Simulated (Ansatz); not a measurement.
CsI:
```xyz
2
Lattice="4.6664 0.0000 0.0000 0.0000 4.6664 0.0000 0.0000 0.0000 4.6664" Properties=species:S:1:pos:R:3 pbc="T T T"
Cs     0.0000     0.0000     0.0000
I      2.3332     2.3332     2.3332
```

PBE in the plane-wave PAW code Ansatz gives a gap of 3.69 eV without spin–orbit coupling, maximum at M, minimum at Γ.

Question: What happens when spin–orbit coupling is switched on?

Answer: The gap falls by 0.23 eV, to 3.46 eV; maximum at Γ, minimum at Γ.

Question: Give the electron effective mass with spin–orbit coupling.

Answer: 0.29 mₑ (isotropic).

Question: Give the hole effective mass with spin–orbit coupling, band 1 of 2 at the edge.

Answer: 5.4 along [100], 2.1 along [110], 1.6 along [111] (mₑ).

Question: Give the hole effective mass with spin–orbit coupling, band 2 of 2 at the edge.

Answer: 0.47 along [100], 0.55 along [110], 0.59 along [111] (mₑ).

Space group Pm-3m (CsCl type). Symmetry was held in the PBE relaxation.

Potentials: the later of the program's two PAW sets.
